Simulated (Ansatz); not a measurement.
Starting cell, Ir (fcc, Cu type):

```
Ir
1.0
    3.87055     0.00000     0.00000
    0.00000     3.87055     0.00000
    0.00000     0.00000     3.87055
Ir
4
Direct
  0.00000   0.00000   0.00000
  0.50000   0.50000   0.00000
  0.50000   0.00000   0.50000
  0.00000   0.50000   0.50000
```

In this cell atom 3 (Ir, nearest neighbour Ir at 2.737 Å; its periodic images, 3.9 Å or more away, move with it) is moved by s along Cartesian x, unit vector (1.000, 0.000, 0.000); all other atoms and the cell stay fixed.

Level of theory: PBE (plane waves to 420 eV, PAW, scalar-relativistic; Ansatz, a quantum-chemistry and plane-wave program). k mesh 10×10×10 (Γ-centred), Fermi-Dirac smearing 0.05 eV. With partly filled bands, energies and forces of such displacements shift with the k mesh and the smearing. F∥ is the force on the atom along that direction. Ir is run without spin polarisation. Ir was relaxed with its symmetry unable to fall. Spin-orbit coupling is left out, though Ir is heavy. The PAW data are Ansatz's earlier set. 

| s (Å) | F∥ (eV/Å) |
|---|---|
| -0.550 | 9.655 |
| -0.440 | 7.118 |
| -0.330 | 4.891 |
| -0.220 | 3.006 |
| -0.110 | 1.454 |
| 0.000 | 0.000 |
| 0.110 | -1.454 |
| 0.220 | -3.006 |
| 0.330 | -4.891 |
| 0.440 | -7.118 |
| 0.550 | -9.655 |

Problem. What is the force constant k = d²E/ds² of this move at s = 0?

Solution. 13.1 eV/Å². The forces along the line at the two nearest points give (1.454 − (-1.454)) / (2·0.110) = 13.22 eV/Å²; the next pair corrects for the finite step.

(For displaced atoms, the force is minus the slope of the energy, and its curvature is a force constant, which sets phonon frequencies.)
